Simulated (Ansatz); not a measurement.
Ta (diamond, Fd-3m) at seven volumes, PBEsol in the plane-wave PAW code Ansatz, scaled uniformly. One row is withheld.

```
V (Å³/atom)  P (GPa)
-----------  -------
24.594          8.32
25.405          5.19
26.215          2.42
27.026          0.00
27.837         -2.12
28.648         -4.00
29.458             ?
```

**Question.** Fit the shown pressures and predict the withheld one.

**Answer.** P = (3/2)B₀(x^(7/2) − x^(5/2))[1 + (3/4)(B′ − 4)(x − 1)] with x = (V₀/V)^(2/3). Least squares on the six rows gives V₀ = 27.027 Å³/atom, B₀ = 75.6 GPa, B′ = 3.30. At V = 29.458, x = 0.9442 and P = -5.64 GPa. The run itself gave -5.67 GPa.

The start of the workflow was typed in or built on a structure type; neither database checked (COD, Materials Project) lists it. It is not the phase usual at ambient conditions (space group No. 229). Symmetry was held in the PBEsol relaxation. At this level the phase is mechanically unstable. No spin polarisation was allowed. Spin–orbit coupling is left out wherever it is not named.

Potentials: the later of the program's two PAW sets.
